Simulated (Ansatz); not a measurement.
BN:
```cif
data_B2N2
_chemical_formula_sum 'B2 N2'
_space_group_name_H-M_alt 'P 1'
_space_group_IT_number 1
_cell_length_a 2.54058
_cell_length_b 2.54058
_cell_length_c 4.20266
_cell_angle_alpha 90.000
_cell_angle_beta 90.000
_cell_angle_gamma 120.000
loop_
_space_group_symop_operation_xyz
  'x, y, z'
loop_
_atom_site_label
_atom_site_type_symbol
_atom_site_fract_x
_atom_site_fract_y
_atom_site_fract_z
_atom_site_occupancy
B1 B 0.66667 0.33333 0.99974 1
B2 B 0.33333 0.66667 0.49974 1
N1 N 0.66667 0.33333 0.62526 1
N2 N 0.33333 0.66667 0.12526 1
```

This is the PBEsol-relaxed structure.

Task: All from DFT-PBEsol in the program Ansatz with PAW potentials, unless another level is named. Predict the electronic dielectric constant ε∞ (DFPT).

Result: 4.59 (xx = yy), 4.75 (zz).

Task: What about the largest static χ(2) component?

Result: 5.4 pm/V.

Task: And the Born charges (a third of the trace)?

Result: B +1.87, N -1.87 e.

Space group P6_3mc (wurtzite). The cell was relaxed with PBEsol under the symmetry of its start.

Potentials: the earlier of the program's two PAW sets. The files were generated under PBE; for other functionals the program regenerates the frozen cores, and for LDA and PBEsol the local potential too.
